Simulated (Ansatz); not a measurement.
Relaxed-ion elastic tensor of WC (zinc blende, space group No. 216) in GPa (Voigt order), plane-wave PAW r²SCAN (Ansatz code); density 12.70 g/cm³, 12.80 Å³ per atom.

|  | 1 | 2 | 3 | 4 | 5 | 6 |
|---|---|---|---|---|---|---|
| 1 | 348 | 242 | 242 | 0.0 | 0.0 | 0.0 |
| 2 | 242 | 348 | 242 | 0.0 | 0.0 | 0.0 |
| 3 | 242 | 242 | 348 | 0.0 | 0.0 | 0.0 |
| 4 | 0.0 | 0.0 | 0.0 | 25.5 | 0.0 | 0.0 |
| 5 | 0.0 | 0.0 | 0.0 | 0.0 | 25.5 | 0.0 |
| 6 | 0.0 | 0.0 | 0.0 | 0.0 | 0.0 | 25.5 |

Task: Is the crystal mechanically stable?

Result: Yes: the smallest eigenvalue of C is 25.5 GPa.

Task: Work out the Voigt, Reuss and Hill averages.

Result: K_V = 277, K_R = 277, K_H = 277; G_V = 36.4, G_R = 32.2, G_H = 34.3 GPa.

Task: Give Young's modulus, Poisson's ratio, Pugh's ratio and the universal anisotropy index.

Result: E = 9KG/(3K + G) = 98.8 GPa; ν = 0.44; K/G = 8.09 (ductile by the Pugh limit of 1.75); A_U = 5G_V/G_R + K_V/K_R − 6 = 0.66.

Task: Estimate the sound speeds and the Debye temperature.

Result: v_l = √((K + 4G/3)/ρ) = 5040 m/s, v_t = √(G/ρ) = 1640 m/s, mean 1870 m/s; Θ = (h/k)(3n/4πV)^(1/3) v_m = 238 K.

Task: Give the Zener ratio and Young's modulus along [100], [110] and [111].

Result: A = 2C44/(C11 − C12) = 0.48; 1/E = S11 − 2(S11 − S12 − S44/2)Γ with Γ = 0, 1/4, 1/3 gives 149, 85.0, 74.3 GPa.

Space group F-43m (zinc blende). The start of the workflow was typed in or built on a structure type; neither database checked (COD, Materials Project) lists it. It is not the phase usual at ambient conditions (space group No. 187). The r²SCAN relaxation kept the symmetry of its start; its stability against distortions is not shown here. No spin polarisation was allowed. Its formation energy is positive at this level, so the cell may be metastable or incomplete. As this level gives no gap, shear constants depend on the k-mesh and smearing (Fermi–Dirac, 0.1 eV here). Scalar-relativistic: spin–orbit coupling is off unless named, which matters more the heavier the elements.

Potentials: the earlier of the program's two PAW sets.
